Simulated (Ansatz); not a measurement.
**Data sheet: SnC (DFT)**

SnC (zinc blende, space group No. 216), a = b = c = 5.087 Å, α = β = γ = 90.00°; the cell used has 2 atoms.

Space group F-43m (No. 216), zinc blende; conventional cell a = 5.0872 Å, b = 5.0872 Å, c = 5.0872 Å, α = 90.00°, β = 90.00°, γ = 90.00°.

Method: the program Ansatz at the PBE level (PAW). Structure relaxed to zero pressure with the same functional. Other levels are named where they apply.

**Cell and energy**

```json
{
  "volume_per_atom": "16.46 Å³",
  "density": "6.60 g/cm³",
  "Formation energy from the elements (no fitted shifts)": "0.82 eV/atom"
}
```

**Electronic structure**

```json
{
  "band_gap": "0.62 eV (direct)",
  "valence_band_maximum": "at Γ",
  "conduction_band_minimum": "at Γ",
  "electron_effective_mass": "0.062 mₑ (isotropic)",
  "Electron effective mass with spin–orbit coupling": "0.063 mₑ (isotropic)",
  "Hole effective mass, band 1 of 3 at the edge": "0.50 along [100], 3.2 along [110], 1.1 along [111] (mₑ)",
  "Hole effective mass, band 2 of 3 at the edge": "0.50 along [100], 0.50 along [110], 1.1 along [111] (mₑ)",
  "Hole effective mass, band 3 of 3 at the edge": "0.061 along [100], 0.055 along [110], 0.054 along [111] (mₑ)",
  "Gap with spin–orbit coupling": "0.61 eV"
}
```

**Mechanics**

```json
{
 "Bulk modulus (Birch–Murnaghan fit)": "1220 kbar",
 "Pressure derivative B′": "4.7"
}
```

The start of the workflow was typed in or built on a structure type; neither database checked (COD, Materials Project) lists it. Whether it is the stable phase at ambient conditions was not checked. The PBE relaxation kept the symmetry of its start; whether a distortion lowers the energy is not shown. Its formation energy is positive at this level, so the cell may be metastable or incomplete. The references are the lowest solids computed at this level, not always the standard phases. Scalar-relativistic: spin–orbit coupling is off unless named, which matters more the heavier the elements.

Potentials: the later of the program's two PAW sets.
